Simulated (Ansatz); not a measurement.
Calculated quadrupolar parameters for WSe₂ under strain

The cell is an entry of the Crystallography Open Database (COD), relaxed with PBE at fixed cell and then changed (z stretched by 2 %, ions relaxed).

```xyz
6
Lattice="3.2900 0.0000 0.0000 -1.6450 2.8492 0.0000 0.0000 0.0000 13.2294" Properties=species:S:1:pos:R:3 pbc="T T T"
W     0.0000    1.8995    3.3074
W     1.6450    0.9497    9.9221
Se    0.0000    1.8995    8.2370
Se    1.6450    0.9497    1.6223
Se    0.0000    1.8995   11.6071
Se    1.6450    0.9497    4.9924
```

Atom numbers follow the list; atoms alike are taken as one site, whose name carries the number of the first.

All values are calculated (Ansatz; DFT, PBE, plane waves and PAW, scalar-relativistic, collinear spin, 420 eV cutoff, Γ-centred 15×15×4 k-points, Fermi–Dirac smearing 0.02 eV), not measured. Start moments as typed (μB): 2 on each W, none on the rest.

C_Q = eQV_zz/h, which is 24.18 MHz for Q = 1 b and V_zz = 10²¹ V/m²; η = (V_xx − V_yy)/V_zz.

Problem. Give the quadrupolar parameters of the distinct sites.

Solution. 

```tsv
site	atoms (order as listed)	first shell	V_zz (10²¹ V/m²)	η	C_Q (MHz)
W	1, 2	6 Se at 2.54 Å	-16.25	0.00	–
Se	3, 4, 5, 6	3 W at 2.54 Å; also 6 Se at 3.29 Å	-7.35	0.00	–
```

An axis of threefold or higher order runs through W and Se, so V_zz lies along it and η is zero.

W, Se have no stable isotope with a ground-state quadrupole moment in the table, so no C_Q is given.

Without spin–orbit coupling the gradients at and beside W can be off by some per cent, at some sites by more. The start moments die out, and the run ends without spin.

The relaxation (4 steps) took 2.3 min of wall time (2.3 min of CPU time) and 1.2 GiB at its peak, on 1 thread of Intel Xeon 6975P-C (Granite Rapids) (x86_64; 16 cores open to the job, memory cap 3.0 GiB, no GPU), a shared host with a load of 0.4 a core.
